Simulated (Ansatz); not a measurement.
Relaxed AlCo (CsCl type):

```xyz
2
Lattice="2.8521 0.0000 0.0000 0.0000 2.8521 0.0000 0.0000 0.0000 2.8521" Properties=species:S:1:pos:R:3 pbc="T T T"
Al     0.0000     0.0000     0.0000
Co     1.4260     1.4260     1.4260
```

In this cell atom 1 (Al, nearest neighbour Co at 2.470 Å; its periodic images, 2.9 Å or more away, move with it) is moved by s towards the nearest neighbour, unit vector (-0.577, -0.577, -0.577); all other atoms and the cell stay fixed.

All values below come from PBE (plane waves to 420 eV, PAW, scalar-relativistic; Ansatz, a first-principles code). k mesh 13×13×13 (Γ-centred), Fermi-Dirac smearing 0.05 eV. E stands for the smeared free energy. With partly filled bands, energies and forces of such displacements shift with the k mesh and the smearing. AlCo is run without spin polarisation. AlCo was relaxed with its symmetry unable to fall. The zero of ΔE is the undisplaced structure. The last digit holds for this mesh only.

```csv
s (Å),ΔE (meV/cell)
-0.250,241.6
-0.200,151.0
-0.150,83.4
-0.100,36.6
-0.050,9.1
0.000,0.0
0.050,9.1
0.100,36.6
0.150,83.4
0.200,151.0
0.250,241.6
```

### Question
What force constant k = d²E/ds² at s = 0 does the table give?

### Answer
7.2 eV/Å². It is the second difference of the nearest points, corrected with the next pair.

### Question
With k = 7.24 eV/Å² from the forces, is the well harmonic out to s = 0.250 Å?

### Answer
½ks² = 226 meV/cell against the computed 242 meV/cell, so the well is stiffer than harmonic there.

(For displaced atoms, the force is minus the slope of the energy, and its curvature is a force constant, which sets phonon frequencies.)
